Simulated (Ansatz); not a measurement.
KF (rock salt, Fm-3m), a = 5.4207 Å, b = 5.4207 Å, c = 5.4207 Å, α = 90.00°, β = 90.00°, γ = 90.00°; the cell used has 2 atoms.

Relaxed with PBE. Independent-particle spectrum: no excitons, no local fields, no scissors shift; 0.1 eV broadening; ε₁ of the summed bands alone.

**Question.** Tabulate the dielectric function from the program Ansatz at the PBE level (PAW).

**Answer.** 

```tsv
E (eV)	ε₁ xx	ε₂ xx
0.0	1.96	0.00
0.5	1.96	0.00
1.0	1.96	0.00
1.5	1.97	0.00
2.0	1.98	0.00
2.5	2.00	0.00
3.0	2.02	0.00
3.5	2.05	0.00
4.0	2.08	0.00
4.5	2.13	0.00
5.0	2.19	0.00
5.5	2.30	0.00
6.0	2.56	0.10
6.5	2.51	0.36
7.0	2.47	0.46
7.5	2.46	0.53
8.0	2.53	0.58
8.5	2.65	0.95
9.0	2.47	1.20
9.5	2.19	1.44
10.0	2.01	1.78
10.5	0.63	0.97
11.0	2.06	0.49
11.5	1.72	1.41
12.0	1.15	0.57
```

**Question.** From ε at 6.5 eV (xx: 2.51 + 0.36i), find n, k, the normal reflectivity and the absorption coefficient.

**Answer.** n = 1.59, k = 0.113, R = 5 %, α = 2kE/ħc = 74000 cm⁻¹.

With all bands, ε∞ without local fields is 2.07. DFPT, with local fields, gives 1.96.

Symmetry was held in the PBE relaxation; phonons on a q-mesh show no instability.

Potentials: the later of the program's two PAW sets.
